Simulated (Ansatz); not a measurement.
Relaxed-ion elastic tensor of AgRhO2 in space group R-3m (No. 166; Ag on 3a, Rh on 3b, O on 6c) in GPa (Voigt order), plane-wave PAW LDA (Ansatz code); density 8.32 g/cm³, 12.11 Å³ per atom.

```csv
,1,2,3,4,5,6
1,251,119,152,-6.4,0.0,0.0
2,119,251,152,6.4,0.0,0.0
3,152,152,368,0.0,0.0,0.0
4,-6.4,6.4,0.0,21.6,0.0,0.0
5,0.0,0.0,0.0,0.0,21.6,-6.4
6,0.0,0.0,0.0,0.0,-6.4,65.7
```

Task: Is the crystal mechanically stable?

Result: Yes: the smallest eigenvalue of C is 20.7 GPa.

Task: Work out the Voigt, Reuss and Hill averages.

Result: K_V = 191, K_R = 181, K_H = 186; G_V = 51.4, G_R = 35.8, G_H = 43.6 GPa.

Task: Give Young's modulus, Poisson's ratio, Pugh's ratio and the universal anisotropy index.

Result: E = 9KG/(3K + G) = 121 GPa; ν = 0.39; K/G = 4.26 (ductile by the Pugh limit of 1.75); A_U = 5G_V/G_R + K_V/K_R − 6 = 2.23.

Task: Estimate the sound speeds and the Debye temperature.

Result: v_l = √((K + 4G/3)/ρ) = 5410 m/s, v_t = √(G/ρ) = 2290 m/s, mean 2590 m/s; Θ = (h/k)(3n/4πV)^(1/3) v_m = 336 K.

Task: Solve the Christoffel equation for the three sound speeds along x, y, z.

Result: Eigenvalues of C_ijkl n_j n_l equal ρv². In km/s, slowest first: x 1.58, 2.83, 5.49; y 1.60, 2.81, 5.49; z 1.61, 1.61, 6.65.

Task: How much does each axis shrink under pressure?

Result: Linear compressibilities β_i = Σ_j S_ij (j = 1 to 3): x 2.4, y 2.4, z 0.73 per TPa.

The first step of the workflow began from a Materials Project structure, measured or hypothetical; the Crystallography Open Database copy checked does not list it. Whether it is the stable phase at ambient conditions was not checked. Symmetry was held in the LDA relaxation; of distortions, only those at the zone centre were tested. No spin polarisation was allowed.

Potentials: the later of the program's two PAW sets.
